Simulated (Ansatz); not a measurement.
Here is the system:

BeTe:
```yaml
crystal:
  lattice:
    - [0.00000, 2.68533, 2.68533]
    - [2.68533, 0.00000, 2.68533]
    - [2.68533, 2.68533, 0.00000]
  atoms:
    - { symbol: Be, position: [0.00000, 0.00000, 0.00000] }
    - { symbol: Te, position: [0.50000, 0.50000, 0.50000] }
```

This is the r²SCAN-relaxed structure.

Task: All from plane-wave PAW r²SCAN (Ansatz code), unless another level is named. Predict the electronic character.

Result: metallic (no gap).

Task: And the formation energy from the elements (no fitted shifts)?

Result: 123 meV/atom.

Task: What about the density of states at the Fermi level?

Result: 0.28 states/eV per atom (mean over ±0.08 eV).

Task: And the gap with spin–orbit coupling?

Result: none (metallic).

Space group Fm-3m (rock salt). The start of the workflow was typed in or built on a structure type; neither database checked (COD, Materials Project) lists it. COD files the formula under space group No. 216, so this cell is another polymorph or a model. Whether it is the stable phase at ambient conditions was not checked. Symmetry was held in the r²SCAN relaxation; whether a distortion lowers the energy is not shown. The references are the lowest solids computed at this level, not always the standard phases. Spin–orbit coupling is left out wherever it is not named.

Potentials: the earlier of the program's two PAW sets.
